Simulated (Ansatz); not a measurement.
One crystal and one scan (energy against volume) at two levels, r2SCAN (plane waves to 500 eV, PAW, scalar-relativistic; Ansatz, an electronic-structure program) and PBE (plane waves to 420 eV, PAW, scalar-relativistic; Ansatz), each from its own relaxed cell and on its own mesh. The cell shown is that of r2SCAN.

ZnSe (zinc blende)

```yaml
crystal:
  lattice:
    - [0.00000, 2.83279, 2.83279]
    - [2.83279, 0.00000, 2.83279]
    - [2.83279, 2.83279, 0.00000]
  atoms:
    - { symbol: Se, position: [0.25000, 0.25000, 0.25000] }
    - { symbol: Zn, position: [0.00000, 0.00000, 0.00000] }
```

This relaxed cell (volume V₀) is scaled evenly in all directions, its shape held. Symmetry pins the atoms to their sites.

E stands for the smeared free energy. ZnSe was relaxed with its symmetry unable to fall. Percentages come from the unrounded values.

Results of r2SCAN:

```
Item                                                     Result
-------------------------------------------------------  ------
Lattice constant a (Å)                                    5.666
Bulk modulus B₀ (third-order Birch-Murnaghan fit) (GPa)    65.3
Pressure derivative B₀′ (fit)                               4.4
```

**Question.** What does PBE give for the same quantities?

**Answer.** 
```csv
quantity,PBE,r2SCAN − PBE
Lattice constant a (Å),5.733,-0.067 (-1.2 %)
Bulk modulus B₀ (third-order Birch-Murnaghan fit) (GPa),56.6,+8.7 (+15 %)
Pressure derivative B₀′ (fit),4.6,-0.2 (-3 %)
```

r2SCAN gives the higher value for: bulk modulus B₀. r2SCAN gives the lower value for: lattice constant a. For the lattice constant a the reference is 5.6676 Å (measured, room temperature or unstated; as given in Martin Albrecht, Beate Paulus, Hermann Stoll, Physical review. B, Condensed matter (1997), arXiv:cond-mat/9706128): it holds thermal shifts, so no verdict is drawn. For the bulk modulus B₀ the reference is 62.4 GPa (measured, room temperature or unstated; as given in Cormac Toher, Corey Oses, Jose J. Plata et al., Physical Review Materials (2017), arXiv:1611.05714): it holds thermal shifts, so no verdict is drawn. 

(Under strain, the slope of the energy per volume gives the stress and its curvature an elastic modulus.)
